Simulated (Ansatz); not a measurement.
TiW in space group Cmmm (No. 65; Ti on 2a, W on 2c), plane-wave PAW LDA (Ansatz code), all energies at zero smearing, with the estimated change up to a 700 eV cutoff added, with one set of potentials and settings (totals compare only within such a set). Cell of 2 atoms (1 Ti, 1 W): -12580.254 eV.

| element | reference phase | E (eV/atom) |
|---|---|---|
| Ti | P6/mmm, 3 atoms in the cell | -2450.3259 |
| W | Im-3m, 1 atoms in the cell | -10129.8416 |

Formation energy per atom, worked out: (-12580.254 − 1×(-2450.3259) − 1×(-10129.8416))/2 = -0.043 eV/atom (-4 kJ per mol of atoms), at 0 K, without zero-point energy or fitted corrections.

The first step of the workflow began from a Materials Project structure, measured or hypothetical; the Crystallography Open Database copy checked does not list it. With Ti and W taken as one species the cell has the higher symmetry Im-3m, so it may be an ordered model of a mixed-site phase. Whether it is the stable phase at ambient conditions was not checked. Symmetry was held in the LDA relaxation; its stability against distortions is not shown here. The run is not spin-polarised. The references are the lowest solids computed at this level, not always the standard phases. Spin–orbit coupling is left out wherever it is not named.

Potentials: the later of the program's two PAW sets.
